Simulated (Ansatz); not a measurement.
## Is this Zr2BW5 structure a true minimum?

The structure comes from a proposed guess, relaxed at this level; another structure or a mixture of phases may lie lower.

All numbers below come from DFT PBE, scalar-relativistic, plane waves, PAW (Ansatz). Plane waves to 420 eV, a k mesh through Γ of 14×14×14 on the computed 8-atom cell and Gaussian smearing (0.10 eV); no spin polarisation.

The cell below (8 atoms, space group I4/mmm (No. 139)) is relaxed within its symmetry.

```xyz
8
Lattice="-1.5815 1.5815 13.3130 1.5815 -1.5815 13.3130 1.5815 1.5815 -13.3130" Properties=species:S:1:pos:R:3 pbc="T T T"
Zr    0.0000    0.0000   10.8773
Zr    0.0000    0.0000   15.7488
B     0.0000    0.0000   13.3130
W     0.0000    0.0000   22.3194
W     0.0000    0.0000    7.4946
W     0.0000    0.0000    0.0000
W     0.0000    0.0000    4.3067
W     0.0000    0.0000   19.1315
```

For the test it was strained at random (σ = 1.5 % a component), the atoms were moved at random (σ = 0.15 Å), and all was relaxed again on a coarse 8×8×8 mesh (in the run’s order of axes) with 0.20 eV smearing, with no symmetry imposed.

These runs have no spin–orbit coupling, which can matter for W.

Question: What happens?

Answer: It returns, within 1 meV/atom of the unmoved cell on that mesh and with the same symmetry when read at 0.1 Å. No instability shows in this cell; modes of other wave vectors, which need another repeat, aren't tested.
